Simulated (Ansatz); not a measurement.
Fe:
```
CELL_PARAMETERS angstrom
     -1.40225     1.40225     1.40225
      1.40225    -1.40225     1.40225
      1.40225     1.40225    -1.40225
ATOMIC_POSITIONS crystal
  Fe 0.00000 0.00000 0.00000
```
Starting moments (μB, in the order of the atoms Fe): 2.2.

Relaxed with PBE+D3(BJ) in the plane-wave PAW code Ansatz. Indices refer to the conventional cell of Im-3m, a = 2.8045 Å, b = 2.8045 Å, c = 2.8045 Å, α = 90.00°, β = 90.00°, γ = 90.00°.

Question: Simulate the powder diffraction pattern (Cu Kα, λ = 1.54184 Å; lines above 1 %) up to 2θ = 90°.

Answer: Simulated powder pattern, Cu Kα, λ = 1.54184 Å (kinematic, ideal powder, no thermal factors, no anomalous dispersion; the 30 strongest lines at most, above 1 %, up to 2θ = 90°):

```json
[
 {"2θ (°)": "45.75", "d (Å)": "1.983", "I/Imax (%)": "100", "hkl": "(110)"},
 {"2θ (°)": "66.70", "d (Å)": "1.402", "I/Imax (%)": "14", "hkl": "(200)"},
 {"2θ (°)": "84.65", "d (Å)": "1.145", "I/Imax (%)": "28", "hkl": "(211)"}
]
```

Symmetry was held in the PBE+D3(BJ) relaxation. The final state is ferromagnetic, chosen from 3 collinear starts compared on coarse meshes (ties went to the first, and starts can fall back to one state), not a proven ground state. Textbook magnetic order: ferromagnetic. The pairwise dispersion correction was not fitted to metals.

Potentials: the earlier of the program's two PAW sets.
